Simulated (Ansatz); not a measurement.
ReW:
```
ReW
1.0
    2.81869     0.00000     0.00000
    0.00000     2.81869     0.00000
    0.00000     0.00000     3.88275
W Re
1 1
Cartesian
  1.40935   1.40935   1.94137
  0.00000   0.00000   0.00000
```

Relaxed with r²SCAN. Special points in fractions of this cell's reciprocal vectors: Γ (0.000, 0.000, 0.000); X (0.000, 0.500, 0.000); M (0.500, 0.500, 0.000); Z (0.000, 0.000, 0.500); R (0.000, 0.500, 0.500); A (0.500, 0.500, 0.500).

Question: List the band energies nearest the Fermi level at these points for the program Ansatz at the r²SCAN level (PAW).

Answer: In eV from the Fermi level; about four levels below and three above (degenerate sets whole), none deeper than 8.9 eV; points with the same levels are listed once.

| k | below | above |
|---|---|---|
| Γ | -5.54 -1.40 -1.40 -0.93 | 1.75 2.48 3.44 |
| X | -2.80 -2.44 -2.20 -0.16 | 0.86 1.05 2.30 |
| M | -6.43 -6.40 -5.49 -5.49 | 2.86 2.86 4.40 |
| Z | -6.62 -3.98 -3.38 -0.76 | 0.13 0.43 0.43 |
| R | -1.73 -1.59 -1.50 -0.83 | 0.31 0.47 4.16 |
| A | -2.97 -2.97 -2.55 -2.55 | 0.52 1.68 4.50 |

Space group P4/mmm (L1₀ or tetragonal B2). A made-up cell: these elements were put on the sites of a structure type; neither database checked (COD, Materials Project) lists it. Whether it is the stable phase at ambient conditions was not checked. The r²SCAN relaxation kept the symmetry of its start; its stability against distortions is not shown here. The run is not spin-polarised. Spin–orbit coupling is left out wherever it is not named.

Potentials: the earlier of the program's two PAW sets.
